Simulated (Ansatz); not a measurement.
The calculation used Ansatz 0.2.0, DFT PBE, scalar-relativistic, plane waves, PAW. Settings: cutoff 420 eV, Γ-centred meshes spaced at most about 0.3 Å⁻¹, and about 0.25 Å⁻¹ or finer for metals (2π included), Gaussian smearing. No spin polarisation in the final relaxations.

Temperature and zero-point effects are left out.

Two forms of CdHg3Se4 were relaxed alike.

A. Space group P-43m (No. 215), cubic, a = 6.244 Å. Around Cd lie 4 Se at 2.69 Å; Hg is surrounded by 4 Se at 2.71 Å; around Se lie 1 Cd at 2.69 Å and 3 Hg at 2.71 Å.

B. Space group P-4m2 (No. 115), tetragonal, a = 4.420 Å, c = 12.465 Å. Cd is surrounded by 4 Se at 2.69 Å; around Hg on a site of symmetry 2mm lie 4 Se at 2.71 Å; Hg on a site of symmetry -4m2 is surrounded by 4 Se at 2.71 Å; Se on its first site is surrounded by 4 Hg at 2.71 Å; Se on its second site has 2 Cd at 2.69 Å and 2 Hg at 2.71 Å.

Question: Which placement of the atoms is lower in energy, and by how much?

Answer: They are level within the accuracy (under 1 meV/atom apart). The two share one framework of sites and differ in which element sits where. A has Cd and Hg ordered on zinc blende sites, space group P-43m (No. 215), 30.4 Å³/atom and no gap on its mesh; B has Cd and Hg ordered on zinc blende sites, space group P-4m2 (No. 115), 30.4 Å³/atom and no gap. Counting Se atoms around Cd and Hg (those within 1.25 times the shortest such distance or 1.15 times the sum of covalent radii), A and B both have Cd 4, Hg 4. Both come from invented guesses.

Spin–orbit coupling, which can matter for Hg, is left out. Cells relaxed within their symmetry can be saddle points.
